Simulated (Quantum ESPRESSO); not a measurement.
## Kohn-Sham bands of Sn (diamond)

```
Sn
1.0
    0.00000     3.28498     3.28498
    3.28498     0.00000     3.28498
    3.28498     3.28498     0.00000
Sn
2
Direct
  0.50000   0.50000   0.50000
  0.75000   0.75000   0.75000
```

Materials Project entry mp-117; symmetrised, unrelaxed at this level. COD (Crystallography Open Database) has the formula in 5 space groups, this one among them (matched by group alone). Method: PBEsol plane waves in Quantum ESPRESSO 7.5 (PseudoDojo norm-conserving files, 58 Ry, spinors with spin-orbit coupling), Bloch states on a 6×6×6 mesh through Γ, Wannier90 4.0.1. Density: 12×12×12 mesh, cold smearing 0.01 Ry.

List the Kohn-Sham levels between −8 and 3.0 eV relative to the Fermi level at the high-symmetry points, as a band run of pw.x on that density gives them (levels within 2 meV counted together).


```csv
point,k (reciprocal lattice),levels (eV)
Γ,0.000 0.000 0.000,"-0.94 (×2), -0.36 (×2), 0.31 (×4), 1.82 (×2), 2.30 (×4)"
X,0.500 0.000 0.500,"-7.40 (×4), -2.36 (×4), 0.80 (×4)"
U,0.625 0.250 0.625,"-7.80 (×2), -6.93 (×2), -3.24 (×2), -2.01 (×2), 1.06 (×2)"
K,0.375 0.375 0.750,"-7.80 (×2), -6.93 (×2), -3.24 (×2), -2.01 (×2), 1.06 (×2)"
L,0.500 0.500 0.500,"-6.18 (×2), -1.29 (×2), -0.86 (×2), -0.13 (×2)"
W,0.500 0.250 0.750,"-7.38 (×2), -7.33 (×2), -3.01 (×2), -2.83 (×2)"
```
